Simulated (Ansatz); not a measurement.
SiO2:
Space group P6₃22 (No. 182); a = b = 5.0359 Å, c = 8.5651 Å, α = β = 90.00°, γ = 120.00°

| atom | site | symmetry | x | y | z |
|---|---|---|---|---|---|
| Si | 4f | 3.. | 0.3333 | 0.6667 | 0.0630 |
| O | 6g | .2. | 0.0000 | 0.4133 | 0.0000 |
| O | 2c | 3.2 | 0.3333 | 0.6667 | 0.2500 |

Relaxed with r²SCAN. Plane-wave PAW r²SCAN (Ansatz code) gives a gap of 6.17 eV.

Question: What gap does HSE06 give on the same cell (Ansatz, PAW)?

Answer: 7.32 eV, 1.14 eV more. The hybrid was solved on a coarser mesh and at special points; its gap is the smallest among all of these.

```tsv
k	v1 r²SCAN	c1 r²SCAN	v1 HSE06	c1 HSE06
Γ	-0.07	6.17	-0.07	7.32
A	-0.20	6.98	(withheld)	(withheld)
K	-0.17	9.31	(withheld)	(withheld)
H	-0.58	9.47	(withheld)	(withheld)
M	-0.05	8.54	-0.06	9.72
L	-0.38	9.01	(withheld)	(withheld)
```

Question: Top valence (v1) and lowest conduction level (c1) in eV from each method's valence maximum (which need not be a listed point): supply the withheld HSE06 values.

Answer: 
- H, v1 HSE06: -0.61
- H, c1 HSE06: 10.60
- L, v1 HSE06: -0.40
- L, c1 HSE06: 10.16
- K, v1 HSE06: -0.17
- K, c1 HSE06: 10.50
- A, v1 HSE06: -0.20
- A, c1 HSE06: 8.13

Cost on shared cores: the r²SCAN run (SCF on a 7×7×4 mesh, then bands and DOS) around 5 core-minutes (rough), the HSE06 run (SCF on 4×4×2, then a few points) about 6 core-minutes (a rough figure); the tasks are unlike.

Space group P6_322. The workflow started from a Materials Project entry (that database holds measured and hypothetical structures alike); the Crystallography Open Database copy checked does not list it. It is not the phase usual at ambient conditions (space group No. 92, 152, 154). The r²SCAN relaxation kept the symmetry of its start; whether a distortion lowers the energy is not shown.

Potentials: the later of the program's two PAW sets.
